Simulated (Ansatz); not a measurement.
Values for one crystal, relaxed and computed with r²SCAN in the plane-wave PAW code Ansatz; other levels are named.

| Property | Result |
|---|---|
| Volume per atom | 22.83 Å³ |
| Band gap | 1.47 eV (indirect) |
| Pressure derivative B′ | 4.4 |
| Gap with spin–orbit coupling | 1.37 eV |
| Mechanical stability | stable (all eigenvalues of C positive) |
| Hole effective mass, band 2 of 2 at the edge | 0.077 along x, 0.41 along z (mₑ) |
| Poisson's ratio | 0.24 |

Q: Which of these materials gives this?
A. AlGaAs2, P-4m2 (Ga on 1a, As on 2g, Al on 1c)
B. InAs, zinc blende
C. BAs, zinc blende
D. GaSb, P6_3mc (Ga on 2b, Sb on 2b, Ga on 2a, Sb on 2a)

A: A, AlGaAs2, P-4m2 (Ga on 1a, As on 2g, Al on 1c)

The start of the workflow was typed in or built on a structure type; neither database checked (COD, Materials Project) lists it. Its standing as an ambient phase is unchecked. The r²SCAN relaxation kept the symmetry of its start; its stability against distortions is not shown here. Spin–orbit coupling is left out wherever it is not named.

Potentials: the later of the program's two PAW sets.
